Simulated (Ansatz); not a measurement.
How Rh (Fm-3m) stiffens under pressure

```
CELL_PARAMETERS angstrom
0.00000 1.87685 1.87685
1.87685 0.00000 1.87685
1.87685 1.87685 0.00000
ATOMIC_POSITIONS crystal
Rh 0.00000 0.00000 0.00000
```

This is the zero-pressure cell. At each pressure cell and atoms are relaxed in this structure, and the constants are slopes of the stress at strains of ±0.005 with relaxed ions (the coefficients that govern stability under load). Level: LDA, PAW on Ansatz 0.2.0's default frozen-core files (fitted under PBE), scalar-relativistic; k mesh 24×24×24, strains of ±0.005, Fermi-Dirac smearing of 0.050 eV, cutoff 420 eV. P is the pressure of the relaxed cell, less that of this one.

```
P (GPa)    V/V₀  C11 (GPa)  C12 (GPa)  C44 (GPa)
   0.00  1.0000      504.1      224.5      226.4
   0.99  0.9969      510.9      228.7      229.2
   1.98       ?          ?          ?          ?
   3.99  0.9879      530.9      241.2      237.3
   6.98  0.9794      550.5      253.6      245.4
   9.96  0.9713      569.9      265.8      253.2
  14.98  0.9585      601.8      286.2      266.1
```

Q: Does the bulk modulus from the constants agree with the pressure-volume curve?

A: A third-order Birch-Murnaghan fit to the volumes shown (F against f, f = [(V₀/V)^(2/3) − 1]/2) gives B₀ = 317.7 GPa and B′ = 5.0. Its −V dP/dV stands beside (C11 + 2C12)/3:

| P (GPa) | from P(V) | from the constants |
| --- | --- | --- |
| 0.00 | 317.7 | 317.7 |
| 0.99 | 322.7 | 322.7 |
| 3.99 | 337.7 | 337.8 |
| 6.98 | 352.5 | 352.6 |
| 9.96 | 367.1 | 367.2 |
| 14.98 | 391.5 | 391.4 |

Q: What are the pressure derivatives at zero pressure?

A: Slopes at V₀ of quadratic fits in −ln(V/V₀) through the first four rows shown, divided by B₀: dC11/dP = 6.8, dC12/dP = 4.2, dC44/dP = 2.8. The mean slopes up to 4.0 GPa are 6.7, 4.2, 2.7; curvature and scatter of the constants part the two. The combination (dC11/dP + 2 dC12/dP)/3 = 5.1 stands against B′.

Q: Fill the row at 1.98 GPa.

A: Cubic fits in −ln(V/V₀) through all rows shown give C11 = 517.5, C12 = 232.8, C44 = 231.9 GPa. Computed: V/V₀ = 0.9939, C11 (GPa) = 517.5, C12 (GPa) = 232.8, C44 (GPa) = 231.9.

Q: Does a shear stiffness soften?

A: C44 goes from 226.4 to 266.1 GPa; (C11 − C12)/2 goes from 139.8 to 157.8 GPa. Neither ends more than 3 % under its start, and the lattice stays mechanically stable over this range.

Limits of these numbers: no other phase was computed; many crystals of this kind change structure within this range, and rows or crossings beyond such a change describe a metastable lattice; frozen-core PAW files fitted under PBE, their cores solved anew for the functional of the run; responses of metals move with mesh and smearing; phonons weren't checked at these pressures.
